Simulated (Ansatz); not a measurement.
# Y2Ti2O7: the gap from level to level

A database entry relaxed whole under r2SCAN at zero pressure (Fd-3m, No. 227):

```
Y Ti O
1.0
     0.00000    5.04761    5.04761
     5.04761    0.00000    5.04761
     5.04761    5.04761    0.00000
Y Ti O
4 4 14
Cartesian
  1.2619 1.2619 1.2619
  1.2619 3.7857 3.7857
  3.7857 3.7857 1.2619
  3.7857 1.2619 3.7857
  6.3095 6.3095 6.3095
  6.3095 3.7857 3.7857
  3.7857 3.7857 6.3095
  3.7857 6.3095 3.7857
  9.6376 7.5714 7.5714
  5.0476 7.1138 5.0476
  5.5052 7.5714 7.5714
  5.0476 2.9814 5.0476
  7.5714 9.6376 7.5714
  5.0476 5.0476 7.1138
  7.5714 5.5052 7.5714
  5.0476 5.0476 2.9814
  2.9814 5.0476 5.0476
  7.5714 7.5714 9.6376
  7.1138 5.0476 5.0476
  7.5714 7.5714 5.5052
  0.0000 0.0000 0.0000
  2.5238 2.5238 2.5238
```

Its volume is 11.69 Å³ an atom, -0.1 % against the entry's 11.70, a measured cell (1997, 293 K).

Single points on this cell with plane-wave PAW DFT (Ansatz 0.2.0; r2SCAN 500 eV, hybrids 420 eV; fermi-dirac occupations of width 0.020 eV; no moments): r2SCAN on a 6×6×6 Γ-centred mesh; HSE06 on a 4×4×4 Γ-centred mesh; PBE0 on a 4×4×4 Γ-centred mesh.

Problem. How do gap, pressure and charges move from level to level?

Solution. The runs give:

```tsv
level	gap (eV), or kind	pressure (GPa)	Bader charge of Y (e)	Bader charge of Ti (e)	Bader charge of O (e)
r2SCAN	3.28	0.0	+2.27	+2.38	-1.33
HSE06	4.49	-2.0	+2.29	+2.46	-1.36
PBE0	5.25	-2.1	+2.29	+2.46	-1.36
```

Under r2SCAN the gap is 3.28 eV, over mesh and band path. HSE06 moves it by +1.21 eV and PBE0 by +1.96 eV; PBE0 keeps its exact exchange at long range, which widens the gap over HSE06's by 0.75 eV on their common mesh. The charge on Ti goes from +2.38 to +2.46 e under HSE06.

Caveats: the relaxation kept the start's symmetry; HSE06 is read on its mesh and at the zone's corners, PBE0 on its mesh alone; hybrid pressures are good to a few tenths of a GPa; pressure is positive in compression.
